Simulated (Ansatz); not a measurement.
Sb (A7 (α-As type)), relaxed with PBE (Ansatz, a first-principles code, plane waves, PAW): a = 4.3750 Å, b = 4.3750 Å, c = 11.5372 Å, α = 90.00°, β = 90.00°, γ = 120.00°.

```
Item                  Result
--------------------  ------
B₀ by P(V) fit (GPa)    30.0
K_Hill (GPa)            32.6
G_Hill (GPa)            20.5
Θ_D (K)                  187
```

### Question
The same phase is relaxed and computed with PBEsol in the same code. What are the cell and these values now?

### Answer
a = b = 4.322 Å, c = 11.066 Å, α = β = 90.00°, γ = 120.00°.

- B₀ by P(V) fit (GPa) = 42.0
- K_Hill (GPa) = 42.8
- G_Hill (GPa) = 26.4
- Θ_D (K) = 210

All cells were relaxed under the symmetry of their starts (and spin orders); stability against distortions was not tested throughout. Scalar-relativistic: spin–orbit coupling is off unless named, which matters more the heavier the elements.

Potentials: the later of the program's two PAW sets.

Ansatz is a plane-wave DFT program.
